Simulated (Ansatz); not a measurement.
An Ansatz (a program for electronic structure) run. Input:

Ansatz 0.2 input:
```yaml
crystal:
  lattice:
    - [-2.95008023, 2.95008023, 4.0798935278]
    - [2.95008023, -2.95008023, 4.0798935278]
    - [2.95008023, 2.95008023, -4.0798935278]
  atoms:
    - { symbol: Cs, position: [0.0, 0.0, 0.0] }
    - { symbol: Li, position: [0.75, 0.25, 0.5] }
    - { symbol: W, position: [0.5, 0.5, 0.0] }
    - { symbol: O, position: [0.6093120971, 0.4487185004, 0.3096503317] }
    - { symbol: O, position: [0.5512814996, 0.8609318312, 0.1605935966] }
    - { symbol: O, position: [0.1390681688, 0.2996617654, 0.6903496683] }
    - { symbol: O, position: [0.7003382346, 0.3906879029, 0.8394064034] }
kpoints:
  mp_grid: { grid: [7, 7, 7] }
basis: { xc_grid: 2, fft_grid_basis: typed }
hamiltonian:
  xc: pbesol
  pseudopotentials: { kind: paw }
scf:
  occupations: { method: fixed }
checkpoint: { read: static.run }
output: { write_density: true, elf: true, volumetric_format: npy }
```

Output (shortened):

```
Pseudopotential: Cs, paw, valence charge 9
Pseudopotential: Li, paw, valence charge 3
Pseudopotential: W, paw, valence charge 14
Pseudopotential: O, paw, valence charge 6
Functional definition: PBEsol
Crystal: 7 atoms, lattice volume = 142.029 Å³
Basis set: ecut = 420 eV, 2725 PW (Γ), exchange–correlation on 80×80×80 points (8 copies of the dense FFT grid, shifted against one another)
Bands: 32, of which v1, the nominal top of the filled ones, is band 25 counted from 1 (24 counted from 0)
Symmetry: 4 space group operations
Space group: I-4 (ITA 82), of the structure as read, at distance tolerance 5.2e-5 Å
k-points: 52 of 343 (time reversal used)
Stability of the state it starts from, as read at its close in the unpolarized treatment …
iter 1 solved again at ethr=1.20e-7 eV; its pass at ethr=3.10e-3 eV (dr2=6.02e-5 eV) is discarded
SCF iter   1: F=—  HF=-18294.473626 eV  |F-HF|=—  |Δ(HF+E_count)|=         —  Δρ=6.14e-7  dr2=2.64e-10  ethr=1.20e-7  ⟨swp⟩=3.9  Hψ=10770  notcnv=0  defer=260
preconditioner: auto → Resta (q_TF=auto, 2.293 Å⁻¹)
SCF iter   2: F=-18294.473626 eV  HF=-18294.473626 eV  |F-HF|=1.20e-10  |Δ(HF+E_count)|=   4.23e-8  Δρ=4.93e-7  dr2=2.24e-10  ethr=1.00e-12  ⟨swp⟩=11.8  Hψ=8865  notcnv=0
SCF 1 converged in 2 iterations: F = -18294.473626 eV  dr2 = 2.24e-10
SCF converged after 2 iterations
Free energy (F): -18294.473626 eV
Harris-Foulkes:  -18294.473626 eV  (|F-HF|=1.20e-10)
Internal energy: -18294.473626 eV  (E = F + TS)
E sigma→0 (E₀):  -18294.473626 eV
Fermi energy:    2.346590 eV
--- Per-component energies (eV) ---
  E_band       = -570.942901
  E_kinetic    = 1309.149770
  E_local      = -4401.262789  (includes V_loc(G=0)·N_el)
  E_nonlocal   = 193.915606
  E_hartree    = 1689.168675
  E_xc         = -737.656124
  E_vxc        = -748.999771  (∫ρ·V_xc dr)
  E_paw        = -14047.782462  (= ΣΔE_a)
  E_vpaw       = -302.092459  (= ΣTr[D̂ρ^β])
  E_aug_tail   = 0.009699  (compensation charges beyond the density's cutoff)
  E_ewald      = -2300.523104
  E_core_change = 0.507104  (= ΣΔE_core)
  E_smearing   =  0.000000  (= −TS)
  E_closure    =  0.000000  (closes the sum)
  Σ components = -18294.473626   (vs F -18294.473626, Δ=0.00e0)
  [band-id]    e_kinetic+e_local+e_nonlocal+2·e_hartree+e_vxc+e_vpaw+e_augmentation_tail = -570.942595   (vs E_band -570.942901, Δ=3.06e-4)
--- Band table (eV; the first three rows and the last of 52) ---
  k-point 0: bands = ["-70.3958", "-38.6287", "-34.9138", "-34.9138", "-34.9131", "-16.3643", "-13.7382", "-13.0874", "-13.0874", "-13.0527", "-3.2568", "-3.2568", "-3.2490", "-0.6956", "-0.6375", "-0.5077", "-0.5077", "-0.4282", "-0.2758", "1.1267", …
  k-point 1: bands = ["-70.3958", "-38.6287", "-34.9138", "-34.9138", "-34.9131", "-16.3596", "-13.7341", "-13.1008", "-13.0862", "-13.0519", "-3.2852", "-3.2650", "-3.2294", "-0.7405", "-0.6053", "-0.5850", "-0.5387", "-0.4731", "-0.1399", "1.0490", …
  k-point 2: bands = ["-70.3958", "-38.6287", "-34.9139", "-34.9138", "-34.9132", "-16.3502", "-13.7160", "-13.1378", "-13.0836", "-13.0505", "-3.3145", "-3.2838", "-3.2364", "-0.8670", "-0.6731", "-0.5874", "-0.5042", "-0.4916", "0.0147", "0.9885", "1.5432", …
  k-point 51: bands = ["-70.3958", "-38.6287", "-34.9139", "-34.9139", "-34.9132", "-16.3384", "-13.6563", "-13.1862", "-13.0862", "-13.0812", "-3.3268", "-3.2839", "-3.2514", "-0.9429", "-0.8726", "-0.7512", "-0.5668", "-0.3967", "0.2040", "1.3733", …
```

Cost: roughly 21 core-seconds on shared cores.

The first step of the workflow began from a Materials Project structure, measured or hypothetical; the Crystallography Open Database copy checked does not list it. Its standing as an ambient phase is unchecked. Symmetry was held in the PBEsol relaxation; its stability against distortions is not shown here. No spin polarisation was allowed. No Hubbard U is applied. Scalar-relativistic: spin–orbit coupling is off unless named, which matters more the heavier the elements.

Potentials: the later of the program's two PAW sets.

Ansatz is a plane-wave DFT program.
